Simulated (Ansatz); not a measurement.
An Ansatz input:

```yaml
crystal:
  lattice:
    - [0.0, 6.0367311139, 6.0367311139]
    - [6.0367311139, 0.0, 6.0367311139]
    - [6.0367311139, 6.0367311139, 0.0]
  atoms:
    - { symbol: Cs, position: [0.125, 0.125, 0.125] }
    - { symbol: Cs, position: [0.875, 0.875, 0.875] }
hamiltonian:
  xc: blyp
  pseudopotentials:
    kind: paw
    azcp:
      Cs: "pseudopotentials/Cs.paw.azcp"
basis:
  ecutwfc: 420
  fft_grid_basis: typed
kpoints:
  mp_grid: { grid: [5, 5, 5], shift: [0, 0, 0] }
magnetization:
  spin_polarized: false
scf:
  occupations: { method: fermi_dirac, width: 0.1 }
  lower_state_search: "off"
output:
  stress: true
  write_density: true
  write_potential: true
  elf: true
  volumetric_format: npy
```

and its output:

```
Engine: ansatz 0.2.0, x86_64-unknown-linux-gnu
Pseudopotentials: kind: paw
Pseudopotential: Cs, paw, valence charge 9, recommended cutoff 420 eV (normal) 
Functional definition: BLYP
  parameter beta = 0.0042
  parameter a = 0.04918
  parameter b = 0.132
  parameter c = 0.2533
  parameter d = 0.349
  exchange = b88_x(beta = beta)
  correlation = lyp_c(a = a, b = b, c = c, d = d)
Crystal: 2 atoms, lattice volume = 439.983 Å³
Basis set: ecut = 420 eV, 8609 PW (Γ), exchange–correlation on 120×120×120 points (8 copies of the dense FFT grid, shifted against one another)
Bands: 13, of which v1, the nominal top of the filled ones, is band 9 counted from 1 (8 counted from 0)
Symmetry: 48 space group operations
Space group: Fd-3m (ITA 227), of the structure as read, at distance tolerance 7.6e-5 Å
k-points: 10 of 125
Non-local potential: Cs, projectors of the file, l = 0: 3, l = 1: 2, l = 2: 2, l = 3: 2
PAW form: soft (Blöchl's): semilocal exchange-correlation on the pseudo side does not see the compensation charge
PAW frozen core: Cs, regenerated for the run's functional, and the local potential with it (the file was generated under x = pbe(κ = 0.804, μ = 0.2195149727645171), c = pbe(β = 0.06672455060314922))
PAW one-centre angular grid: Cs, 194 points (default); XC on 64 Gauss nodes
Initial density: superposition of atomic densities (neutral atoms: chi_scale 0, normalization atom), corrected by the library's trained network
Initial wavefunctions: pseudopotential atomic-orbital guess
Functional: x = b88, c = lyp
SCF iter   1: F=—  HF=-11378.605356 eV  |F-HF|=—  |Δ(HF+E_count)|=         —  Δρ=1.08e-3  dr2=8.81e-3  ethr=1.77e-3  ⟨swp⟩=6.5  Hψ=875  notcnv=0
SCF iter   2: F=—  HF=-11378.611157 eV  |F-HF|=—  |Δ(HF+E_count)|=   5.80e-3  Δρ=7.10e-4  dr2=6.14e-3  ethr=4.90e-5  ⟨swp⟩=3.2  Hψ=335  notcnv=0
SCF iter   3: F=—  HF=-11378.617519 eV  |F-HF|=—  |Δ(HF+E_count)|=   6.36e-3  Δρ=2.38e-4  dr2=8.88e-4  ethr=3.41e-5  ⟨swp⟩=2.0  Hψ=178  notcnv=0
SCF iter   4: F=—  HF=-11378.618988 eV  |F-HF|=—  |Δ(HF+E_count)|=   1.47e-3  Δρ=4.72e-5  dr2=1.37e-5  ethr=4.93e-6  ⟨swp⟩=2.4  Hψ=183  notcnv=0
SCF iter   5: F=—  HF=-11378.619110 eV  |F-HF|=—  |Δ(HF+E_count)|=   1.22e-4  Δρ=9.31e-6  dr2=1.27e-6  ethr=7.59e-8  ⟨swp⟩=3.4  Hψ=271  notcnv=0
SCF iter   6: F=-11378.619120 eV  HF=-11378.619120 eV  |F-HF|=1.37e-7  |Δ(HF+E_count)|=   9.94e-6  Δρ=1.85e-6  dr2=2.84e-8  ethr=5.56e-10  ⟨swp⟩=13.9  Hψ=1465  notcnv=0
SCF 1 converged in 6 iterations: F = -11378.619120 eV  dr2 = 2.84e-8
WARN: The input density's exchange-correlation potential varies sharply where the density is thin. Do not read a vacuum level from v_tot or v_xc, or from such a field of the output density. On a cell that repeats whose density bears no net charge and no dipole along the vacuum's axis use v_es (v_loc + v_h of the components); under efield.dipole_correction with no amplitude use v_es + v_field, which holds any external_charges[].barrier, or the levels of the report's work_function block, which leave it out; under a non-zero efield.amplitude the vacuum is tilted and has no level; on a cell that repeats and bears such a dipole with no correction it is tilted too, and efield.dipole_correction with no amplitude gives each side of its ramp a level where efield: is served; in a cell that repeats whose density bears a net charge (total_charge, or a fill off its count) it is curved and has none; of a slab under crystal.periodic whose density bears no net charge use v_es, which has a level on each side, short of where the two are joined; of another it falls or rises all the way out and has none; of a slab beside external_charges read slab_vacuum_level instead, which it has where they leave it neutral. The grid or the basis barely resolves most such structure, and the values can differ between equally converged runs; as a rule a tighter scf.convergence.dr2_threshold does not remove it. Where the density itself ripples (under the LDA too) a higher basis.ecutwfc lessens it. The files hold the spikes' plane waves up to the density's cutoff. Files: v_tot and the like, and their columns of v_z.tsv (output.write_potential); v_xc and the like, and their columns of v_comp_z.tsv (output.write_potential_components); where files of the output density stand in their place, no point of their own thin density is over the threshold below, and this is of outcome.potential() and, of a run that writes arrays (npy), the arrays of these names. Measured: with its Gaussian average of σ = 0.25 Å subtracted twice, the exchange-correlation potential is over 0.1 eV at 7156 of the grid points where the equally averaged density (valence and model cores) is under 1e-3 e/Å³, and 4.07 eV at the most among them, at an averaged density of 4.3e-4 e/Å³. See output.write_potential in the manual, Limitations
SCF converged after 6 iterations
Free energy (F): -11378.619120 eV
Harris-Foulkes:  -11378.619120 eV  (|F-HF|=1.37e-7)
Internal energy: -11378.563130 eV  (E = F + TS)
E sigma→0 (E₀):  -11378.591125 eV
Entropy (-TS):   -0.055990 eV (-27.995 meV/atom)
Fermi energy:    0.567624 eV
--- Per-component energies (eV) ---
  E_band       = -220.556954
  E_kinetic    = 279.919087
  E_local      = -1090.134744  (includes V_loc(G=0)·N_el)
  E_nonlocal   = 61.635948
  E_hartree    = 406.460318
  E_xc         = -340.236428
  E_vxc        = -241.747124  (∫ρ·V_xc dr)
  E_paw        = -10175.979334  (= ΣΔE_a)
  E_vpaw       = -43.155966  (= ΣTr[D̂ρ^β])
  E_aug_tail   = -0.000003  (compensation charges beyond the density's cutoff)
  E_ewald      = -520.398079
  E_core_change = 0.170104  (= ΣΔE_core)
  E_smearing   = -0.055990  (= −TS)
  E_closure    = 0.000000  (closes the sum)
  Σ components = -11378.619120   (vs F -11378.619120, Δ=0.00e0)
--- Stress (GPa, compression-positive) ---
        0.020807      -0.000000       0.000000
       -0.000000       0.020807       0.000000
       -0.000000      -0.000000       0.020807
  P = ⅓ Tr σ = 0.0208 GPa (0.208 kbar)
--- Band table (eV; the first three rows and the last of 10) ---
  k-point 0: bands = ["-23.7266", "-23.7192", "-10.5180", "-10.5180", "-10.5180", "-10.4605", "-10.4605", "-10.4605", "-0.4882", "1.9256", "1.9256", "1.9256", "1.9654"]
  k-point 1: bands = ["-23.7261", "-23.7198", "-10.5200", "-10.5200", "-10.5170", "-10.4618", "-10.4585", "-10.4585", "-0.3552", "1.5969", "1.8692", "1.8692", "2.0301"]
  k-point 2: bands = ["-23.7250", "-23.7208", "-10.5230", "-10.5230", "-10.5153", "-10.4640", "-10.4555", "-10.4555", "-0.0284", "0.9966", "1.8242", "1.8426", "1.8426"]
  k-point 9: bands = ["-23.7238", "-23.7220", "-10.5292", "-10.5272", "-10.4987", "-10.4806", "-10.4513", "-10.4495", "0.3005", "0.8606", "1.3863", "1.5029", "2.0411"]
```
